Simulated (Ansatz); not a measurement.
Bi$_{2}$Se$_{3}$:
Space group Pnma (No. 62); a = 12.0495 Å, b = 4.1228 Å, c = 11.5714 Å, α = β = γ = 90.00°

```json
[
 {"atom": "Bi", "site": "4c", "symmetry": ".m.", "x": "0.4827", "y": "0.2500", "z": "0.3290"},
 {"atom": "Bi", "site": "4c", "symmetry": ".m.", "x": "0.1535", "y": "0.2500", "z": "0.5383"},
 {"atom": "Se", "site": "4c", "symmetry": ".m.", "x": "0.2851", "y": "0.2500", "z": "0.1962"},
 {"atom": "Se", "site": "4c", "symmetry": ".m.", "x": "0.0529", "y": "0.7500", "z": "0.3669"},
 {"atom": "Se", "site": "4c", "symmetry": ".m.", "x": "0.1254", "y": "0.2500", "z": "0.9475"}
]
```

Relaxed with r²SCAN+D4.

**Question.** Tabulate the valence density and the electron localisation function along the shortest Bi–Se contact (2.72 Å), the program Ansatz at the r²SCAN+D4 level (PAW).

**Answer.** 

| distance from Bi (Å) | density (e/Å³) | ELF |
|---|---|---|
| 0.27 | 7.03 | 0.09 |
| 0.41 | 5.88 | 0.12 |
| 0.54 | 4.48 | 0.22 |
| 0.68 | 2.94 | 0.34 |
| 0.82 | 1.56 | 0.39 |
| 0.95 | 0.82 | 0.36 |
| 1.09 | 0.56 | 0.34 |
| 1.22 | 0.45 | 0.41 |
| 1.36 | 0.43 | 0.55 |
| 1.49 | 0.47 | 0.68 |
| 1.63 | 0.57 | 0.75 |
| 1.77 | 0.71 | 0.77 |
| 1.90 | 0.99 | 0.76 |
| 2.04 | 1.88 | 0.70 |
| 2.17 | 4.42 | 0.56 |
| 2.31 | 10.84 | 0.36 |
| 2.45 | 23.19 | 0.19 |

The density is the valence pseudo-density with augmentation charge, so density and ELF within about 1 Å of a nucleus are not all-electron values.

A made-up cell: these elements were put on the sites of a structure type; the Crystallography Open Database files this formula in space group No. 62, but the cells were not matched. It is not the phase usual at ambient conditions (space group No. 166). The cell was relaxed with r²SCAN+D4 under the symmetry of its start; its stability against distortions is not shown here. Scalar-relativistic: spin–orbit coupling is off unless named, which matters more the heavier the elements.

Potentials: the later of the program's two PAW sets.
